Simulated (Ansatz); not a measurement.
This cell of TiN (rock salt) is off equilibrium:

```
CELL_PARAMETERS angstrom
      0.00000     2.07895     2.13440
      2.07895     0.00000     2.13440
      2.07895     2.07895     0.00000
ATOMIC_POSITIONS crystal
  N  0.00000 0.00000 0.00000
  Ti 0.50000 0.50000 0.50000
```

Calculation: r2SCAN (plane waves to 500 eV, PAW, scalar-relativistic; Ansatz, a first-principles code). k mesh 19×19×19 (Γ-centred), Fermi-Dirac smearing 0.05 eV. The energy includes the smearing's −TS. Compression counts positive. With partly filled bands, the response to shear is sensitive to the k mesh, so small differences along c/a are uncertain. TiN is run without spin polarisation. TiN was relaxed with its symmetry unable to fall.

**Question.** What is the stress tensor (GPa)?

**Answer.** 
```
   13.5      0.0      0.0
    0.0     13.5      0.0
    0.0      0.0     -0.3
```
The pressure, a third of the trace, is 8.9 GPa.

**Question.** It is the relaxed cell deformed to V/V₀ = 0.973, (c/a)/(c/a)₀ = 1.027, c along z, fractional positions held. What is its energy relative to the relaxed cell?

**Answer.** 14 meV/atom.

(A scan under strain: stresses follow from slopes of the energy per volume, elastic moduli from its curvatures.)
